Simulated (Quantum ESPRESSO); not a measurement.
## ZrNb2O6F2 (a curve over one atom's position)

A calculation, not a measurement. The program is pw.x of Quantum ESPRESSO 7.5 (plane-wave density functional theory). The cell is made up: 11 atoms on a rutile lattice with one site empty, with randomly drawn elements, strain and displacements, not relaxed. PseudoDojo standard norm-conserving files (v0.5 for PBE, v0.4.1 for LDA and PBEsol) set the functional; there is no spin polarisation, spin-orbit coupling or dispersion term, and the masses in the input are unused placeholders.

Seven runs move atom 10 (O, counted in the order of the input) along x and keep all else fixed.

Input of the run at -0.0091:

```
&control calculation='scf', pseudo_dir='./dojo.nc.sr.pbe.v0_5.standard.upf', outdir='./o', disk_io='low', tprnfor=.true., tstress=.true. /
&system ibrav=0, nat=11, ntyp=4, nbnd=50, ecutwfc=84.00895049, nosym=.true., tot_charge=0,
 occupations='smearing', smearing='fd', degauss=0.0018374661
/
&electrons conv_thr=7.350e-09, electron_maxstep=60, /
ATOMIC_SPECIES
F 1.0 F.upf
Nb 1.0 Nb.upf
O 1.0 O.upf
Zr 1.0 Zr.upf
CELL_PARAMETERS angstrom
4.833 0.0024 0.0059
0.0024 4.7492 0.0547
0.0078 0.0724 6.2898
ATOMIC_POSITIONS angstrom
Zr 2.4586 2.4831 1.6279
Nb 0.0113 0.0614 3.2005
Nb 2.4245 2.3866 4.7589
O 1.5227 1.3406 -0.0005
O 3.3599 3.3003 0.0241
O 3.9688 0.9655 1.5743
F 1.0289 3.848 1.5892
O 1.561 1.5673 3.1606
F 3.2846 3.3075 3.1652
O 3.9145 1.0848 4.7727
O 1.0477 3.9483 4.6986
K_POINTS automatic
5 5 4 1 1 1
```

```
shift of atom 10 along x (Å)  free energy less that of the input shown (eV)  Fx on atom 10 (eV/Å)  Fy on atom 10 (eV/Å)  Fz on atom 10 (eV/Å)  pressure (GPa)  next band up at Gamma (eV)  iterations
                     -0.0840                                         0.0771                 1.433                -1.324                -3.947           -1.82                       1.497          19
                     -0.0269                                         0.0131                 0.823                -1.061                -4.008           -2.31                       1.594          19
                     -0.0169                                         0.0053                 0.724                -1.023                -4.017           -2.39                       1.611          19
                     -0.0091                                         0.0000                 0.647                -0.994                -4.024           -2.44                       1.624          19
                     +0.0132                                        -0.0120                 0.430                -0.918                -4.042           -2.59                       1.662          19
                     +0.0252                                        -0.0165                 0.315                -0.880                -4.051           -2.66                       1.681          19
                     +0.0662                                        -0.0216                -0.059                -0.767                -4.075           -2.86                       1.748          19
```

A cubic fit gives dFx/dx = -9.75 eV/Å² at zero shift. Across the table the free energy follows the integral of the force to within 0.2 meV. A rerun of one of the cells at a cutoff of 1467 eV and k mesh 7 x 7 x 6 moved values by no more than 0.004 eV in energy, 0.04 GPa in stress and 0.002 eV/Å in force. The band column is the level of band 45 at Gamma less that of band 44, whose number is half the electron count, rounded up; it comes from a band step after each run.